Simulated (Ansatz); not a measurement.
Relaxed-ion elastic tensor of Os (hcp (Mg type), P6_3/mmc) in GPa (Voigt order), the program Ansatz at the PBE level (PAW); density 22.13 g/cm³, 14.28 Å³ per atom.

```
730  220  216  0.0  0.0  0.0
220  730  216  0.0  0.0  0.0
216  216  819  0.0  0.0  0.0
0.0  0.0  0.0  256  0.0  0.0
0.0  0.0  0.0  0.0  256  0.0
0.0  0.0  0.0  0.0  0.0  255
```

Question: Is the crystal mechanically stable?

Answer: Yes: the smallest eigenvalue of C is 255 GPa.

Question: Work out the Voigt, Reuss and Hill averages.

Answer: K_V = 398, K_R = 397, K_H = 398; G_V = 262, G_R = 261, G_H = 262 GPa.

Question: Give Young's modulus, Poisson's ratio, Pugh's ratio and the universal anisotropy index.

Answer: E = 9KG/(3K + G) = 644 GPa; ν = 0.23; K/G = 1.52 (brittle by the Pugh limit of 1.75); A_U = 5G_V/G_R + K_V/K_R − 6 = 0.02.

Question: Estimate the sound speeds and the Debye temperature.

Answer: v_l = √((K + 4G/3)/ρ) = 5810 m/s, v_t = √(G/ρ) = 3440 m/s, mean 3810 m/s; Θ = (h/k)(3n/4πV)^(1/3) v_m = 467 K.

Question: Solve the Christoffel equation for the three sound speeds along x, y, z.

Answer: Eigenvalues of C_ijkl n_j n_l equal ρv². In km/s, slowest first: x 3.40, 3.40, 5.75; y 3.40, 3.40, 5.75; z 3.40, 3.40, 6.08.

Question: How much does each axis shrink under pressure?

Answer: Linear compressibilities β_i = Σ_j S_ij (j = 1 to 3): x 0.88, y 0.88, z 0.76 per TPa.

The PBE relaxation kept the symmetry of its start. The run is not spin-polarised. As this level gives no gap, shear constants depend on the k-mesh and smearing (Fermi–Dirac, 0.1 eV here). Scalar-relativistic: spin–orbit coupling is off unless named, which matters more the heavier the elements.

Potentials: the later of the program's two PAW sets.
